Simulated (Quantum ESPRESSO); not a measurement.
## Band energies of RhCuO2 at -0.7 % isotropic strain

```xyz
4
Lattice="1.5248 0.8803 5.5980 -1.5248 0.8803 5.5980 0.0000 -1.7607 5.5980" Properties=species:S:1:pos:R:3 pbc="T T T"
O      0.0000     0.0000    14.9891
O      0.0000     0.0000     1.8050
Cu     0.0000     0.0000     0.0000
Rh     0.0000     0.0000     8.3971
```

PBEsol (Quantum ESPRESSO, PseudoDojo norm-conserving, 92 Ry, no spin-orbit coupling); path ΓLB1,BZΓX,QFP1Z,LP; energies in eV from the valence-band maximum.

| k (1/Å) | point | band 20 | band 21 | band 22 | band 23 | band 24 | band 25 | band 26 | band 27 |
|---|---|---|---|---|---|---|---|---|---|
| 0.00 | Γ | -2.02 | -2.02 | -1.67 | -1.67 | -0.80 | 2.19 | 2.93 | 2.93 |
| 0.33 |  | -2.06 | -1.92 | -1.46 | -1.20 | -0.74 | 2.31 | 2.57 | 2.78 |
| 0.77 |  | -1.81 | -1.62 | -1.11 | -0.58 | -0.47 | 1.79 | 2.49 | 2.86 |
| 1.20 | L | -1.46 | -1.45 | -0.89 | -0.66 | -0.62 | 2.02 | 2.52 | 2.99 |
| 1.64 |  | -1.66 | -1.42 | -1.21 | -0.45 | -0.27 | 1.96 | 2.00 | 3.92 |
| 1.96 | B1 | -1.74 | -1.39 | -1.37 | -0.53 | -0.01 | 2.01 | 2.02 | 4.47 |
| 1.96 | B | -1.74 | -1.39 | -1.37 | -0.53 | -0.01 | 2.01 | 2.02 | 4.47 |
| 2.39 |  | -1.91 | -1.20 | -1.05 | -0.73 | -0.69 | 1.41 | 2.06 | 3.81 |
| 2.83 |  | -1.84 | -1.83 | -1.06 | -0.89 | -0.27 | 1.56 | 2.37 | 3.85 |
| 3.26 | Z | -1.88 | -1.88 | -1.20 | -1.20 | -0.29 | 2.61 | 2.61 | 3.31 |
| 3.71 |  | -1.97 | -1.97 | -1.66 | -1.66 | -0.72 | 2.24 | 2.90 | 2.90 |
| 3.83 | Γ | -2.02 | -2.02 | -1.67 | -1.67 | -0.80 | 2.19 | 2.93 | 2.93 |
| 4.13 |  | -2.04 | -1.94 | -1.37 | -1.35 | -0.76 | 2.33 | 2.49 | 2.88 |
| 4.53 |  | -1.91 | -1.65 | -0.90 | -0.63 | -0.51 | 1.77 | 1.95 | 3.39 |
| 4.93 |  | -1.67 | -1.53 | -1.00 | -0.34 | -0.32 | 1.70 | 1.99 | 4.21 |
| 5.23 | X | -1.68 | -1.43 | -1.35 | -0.51 | -0.02 | 1.96 | 2.03 | 4.76 |
| 5.23 | Q | -1.68 | -1.43 | -1.35 | -0.51 | -0.02 | 1.96 | 2.03 | 4.76 |
| 5.67 |  | -1.53 | -1.44 | -0.91 | -0.83 | -0.17 | 1.88 | 2.56 | 3.09 |
| 5.89 | F | -1.46 | -1.45 | -0.88 | -0.83 | -0.25 | 1.84 | 2.75 | 2.83 |
| 5.89 | P1 | -1.46 | -1.46 | -0.88 | -0.86 | -0.33 | 1.82 | 2.74 | 2.84 |
| 5.98 |  | -1.48 | -1.44 | -0.90 | -0.86 | -0.42 | 1.50 | 2.70 | 3.13 |
| 6.36 |  | -1.75 | -1.70 | -1.24 | -0.67 | -0.42 | 1.02 | 2.47 | 3.89 |
| 6.73 |  | -1.94 | -1.81 | -1.15 | -0.99 | -0.26 | 1.97 | 2.53 | 3.65 |
| 7.02 | Z | -1.88 | -1.88 | -1.20 | -1.20 | -0.29 | 2.61 | 2.61 | 3.31 |
| 7.02 | L | -1.46 | -1.45 | -0.89 | -0.66 | -0.62 | 2.02 | 2.52 | 2.99 |
| 7.40 | P | -1.46 | -1.46 | -0.88 | -0.86 | -0.33 | 1.82 | 2.74 | 2.84 |

The PBEsol gap is 0.72 eV; at least one edge lies off the plotted path, at a point of the SCF mesh. The smallest direct gap is 1.05 eV. Another valence extremum on the path lies within 0.02 eV, too close to call.

Spin-orbit splittings are left out. The 3d shell has no Hubbard U; the runs are without spin polarisation, and magnetic order was not tried.

Geometry strained from the cell relaxed with PBEsol, atoms relaxed again.
